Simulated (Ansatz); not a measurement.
NaF (rock salt, Fm-3m), PBEsol (plane waves, PAW; program Ansatz). The conduction-band minimum lies at Γ, with 1 equivalent valley. Second derivatives d²E/dk² of the lowest band at one valley (eV·Å²), along Cartesian directions:

```csv
direction,d²E/dk²
[100],13.67
[010],13.67
[001],13.67
[110],13.67
[101],13.67
[011],13.67
```

**Question.** Find the principal effective masses, the density-of-states mass and the conductivity mass.

**Answer.** Off-diagonal terms follow from H_xy = H[110] − (H_xx + H_yy)/2, and m*/mₑ = 7.620 eV·Å² over each eigenvalue: 0.56, 0.56, 0.56. One valley's DOS mass (m₁m₂m₃)^(1/3) = 0.56, conductivity mass 3/(Σ 1/mᵢ) = 0.56 mₑ.

**Question.** What effective density of states Nc follows at 300 K for parabolic valleys?

**Answer.** Nc = 2.509e19 × 1 × (0.56)^(3/2) ≈ 1.1e19 cm⁻³.

**Question.** With the computed static dielectric constant 5.31 (mean of the diagonal), estimate a hydrogenic donor's binding energy and radius.

**Answer.** E = 13.606 eV × 0.56/5.31² ≈ 270 meV; a = 0.529 Å × ε/m* ≈ 5.0 Å. Semilocal masses tend to be too small where the gap is.

**Question.** With ε∞ = 1.90 and ω_LO = 400 cm⁻¹, what Fröhlich coupling constant follows?

**Answer.** α = (1/ε∞ − 1/ε0) √(m* × 13.606 eV/ħω_LO) = 4.2.

The PBEsol relaxation kept the symmetry of its start; of distortions, only those at the zone centre were tested.

Potentials: the later of the program's two PAW sets.
